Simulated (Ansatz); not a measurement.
Data:

CaO:
```cif
data_CaO
_chemical_formula_sum 'Ca1 O1'
_space_group_name_H-M_alt 'P 1'
_space_group_IT_number 1
_cell_length_a 3.66232
_cell_length_b 3.66232
_cell_length_c 3.66232
_cell_angle_alpha 60.000
_cell_angle_beta 60.000
_cell_angle_gamma 60.000
loop_
_space_group_symop_operation_xyz
  'x, y, z'
loop_
_atom_site_label
_atom_site_type_symbol
_atom_site_fract_x
_atom_site_fract_y
_atom_site_fract_z
_atom_site_occupancy
Ca1 Ca 0.00000 0.00000 0.00000 1
O1 O 0.25000 0.25000 0.25000 1
```

This is the PBEsol-relaxed structure.

All from the program Ansatz at the PBEsol level (PAW), unless another level is named. Predict the Poisson's ratio.

0.39.

Next, the vibrational entropy at 300 K?

21.8 J/(K·mol of atoms).

Space group F-43m (zinc blende). The start of the workflow was typed in or built on a structure type; neither database checked (COD, Materials Project) lists it. It is not the phase usual at ambient conditions (space group No. 225). The cell was relaxed with PBEsol under the symmetry of its start; whether a distortion lowers the energy is not shown.

Potentials: the earlier of the program's two PAW sets. The files were generated under PBE; for other functionals the program regenerates the frozen cores, and for LDA and PBEsol the local potential too.
